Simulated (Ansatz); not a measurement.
Single point in Ansatz 0.2.0 with LDA, no spin polarisation. Cutoff 420 eV, PAW datasets, 10×10×8 Γ-centred k mesh, fermi-dirac filling (width 0.0848 eV).

Computed maps in the lattice plane spanned by b (left to right, 3.95 Å, 12 points from zero) and c (bottom to top, 4.23 Å, 13 points from zero), 90° apart, at height 0.333 along a. The fields are smooth PAW ones with compensation charges, not the true ones near nuclei.

Valence density. Digits on a logarithmic scale: 0 up to 0.03 e/Å³, each further digit a factor of 1.6, 9 from 1.3 e/Å³ up:
```
323343323444
322333223444
333444333343
445565544444
456898654444
568999865555
569999965555
468999864444
456898654333
345777543333
345797543333
335797533444
334565433444
```

Q: The cell is Ga2H2N. Which atoms lie within 0.2 Å of this plane, and where (fractions of b and c)?

A: Ga at (0.33, 0.47), H at (0.33, 0.11). The whole cell:
```
Ga H N
1.0
     1.97537    3.42145    0.00000
    -1.97537    3.42145    0.00000
     0.00000    0.00000    4.22575
Ga H N
2 2 1
Direct
  0.33330 0.33340 0.46560
  0.66670 0.66660 0.53440
  0.33330 0.33340 0.10670
  0.66670 0.66660 0.89330
  0.00000 0.00000 0.00000
```

Origin: a known structure type with other elements, at an estimated volume, so it need not be a known compound. Caveats: many states at the Fermi level without spin polarisation, so a magnetic state may lie lower; atoms or cell far from equilibrium.
